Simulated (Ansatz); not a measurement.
SiSe$_{2}$ in space group P6_3/mmc (No. 194; Si on 2c, Se on 4f), plane-wave PAW PBE (Ansatz code), all energies at zero smearing, with the estimated change up to a 700 eV cutoff added, with one set of potentials and settings (totals compare only within such a set). Cell of 6 atoms (2 Si, 4 Se): -23147.550 eV.

```csv
element,reference phase,E (eV/atom)
Si,"Fd-3m, 2 atoms in the cell",-635.8096
Se,"P3_121, 3 atoms in the cell",-5469.0798
```

Formation energy per atom, worked out: (-23147.550 − 2×(-635.8096) − 4×(-5469.0798))/6 = 0.065 eV/atom (6 kJ per mol of atoms), at 0 K, without zero-point energy or fitted corrections.

A made-up cell: these elements were put on the sites of a structure type; neither database checked (COD, Materials Project) lists it. COD files the formula under space group No. 72, so this cell is another polymorph or a model. Whether it is the stable phase at ambient conditions was not checked. Symmetry was held in the PBE relaxation; whether a distortion lowers the energy is not shown. A crystal of weakly bound layers computed without a dispersion correction: the cell and the soft elastic constants depend strongly on that. The references are the lowest solids computed at this level, not always the standard phases.

Potentials: the later of the program's two PAW sets.
